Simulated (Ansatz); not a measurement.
ZrGe2 (space group Cmcm)

```
ZrGe2
1.0
    1.89763    -7.45842     0.00000
    1.89763     7.45842     0.00000
    0.00000     0.00000     3.76411
Zr Ge
2 4
Cartesian
  1.89763   5.89915   2.82308
  1.89763  -5.89915   0.94103
  1.89763   0.88816   2.82308
  1.89763  -0.88816   0.94103
  1.89763   3.72558   0.94103
  1.89763  -3.72558   2.82308
```

The slice is a (130) plane (indices of the conventional cell) through the point (0.441, 0.559, 0.750) (fractional), spanned by u = [001] and v = [210] in vectors of this cell: u (3.76 Å) and v (9.38 Å, at 90° to u). It covers one period; positions are fractions (u, v).

These are PBEsol (plane waves to 420 eV, PAW, scalar-relativistic; Ansatz, a program for electronic structure) values and carry that method's errors. k mesh 13×13×12. Near the nuclei the fields are pseudised (PAW); where an atom keeps semicore shells as valence, they peak there. ZrGe2 is run without spin polarisation. ZrGe2 was relaxed with its symmetry unable to fall.

Question: Predict the map of the electron localisation function (ELF) on the slice.

Answer: 
```tsv
v \ u	0.00	0.20	0.40	0.60	0.80
0.88	0.50	0.40	0.11	0.11	0.40
0.75	0.51	0.52	0.19	0.19	0.52
0.62	x	0.35	0.29	0.29	0.35
0.50	0.52	0.43	0.37	0.37	0.43
0.38	x	0.61	0.21	0.21	0.61
0.25	0.76	0.27	0.45	0.45	0.27
0.12	0.40	0.48	0.43	0.43	0.48
0.00	x	0.37	0.42	0.42	0.37
```

Values: electron localisation function (ELF). Points within 0.5 Å of a nucleus are blanked (x), as the pseudised field means little there.
